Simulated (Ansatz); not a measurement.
# What DFT gives for Cu

```
Cu
1.0
     1.81388    1.81388    3.62776
    -1.81388    1.81388    0.00000
     1.81388    1.81388    0.00000
Cu
2
Direct
  0.00000 0.00000 0.00000
  0.50000 0.50000 0.00000
```

Method: r2SCAN, collinear spin; PAW, plane waves to 500 eV, 8×8×8 Γ-centred mesh, fermi-dirac occupations (width 0.1 eV) (Ansatz 0.2.0), atoms fixed.

The state carries no moments; the state need not be the lowest.

**Question.** What do density and ELF say about some of the short contacts?

**Answer.** Cu–Cu at 2.57 Å: least valence density 0.26 e/Å³ and ELF 0.22 there. Both are smooth PAW fields, read partly inside the augmentation spheres.

**Question.** Is the cell too large or too small?

**Answer.** The pressure is -5.8 GPa (compression positive), so with the atoms held at these fractions the cell would first shrink.

**Question.** What happens at the Fermi level?

**Answer.** It is a metal, with about 0.64 states/eV a cell as the mean within 0.25 eV of the Fermi level.

**Question.** Are the atoms at rest?

**Answer.** The forces vanish by the symmetry of the sites.

Origin: a database entry at a rescaled volume. Caveats: the input typed no starting moments; the k mesh is coarse if the cell is a metal.
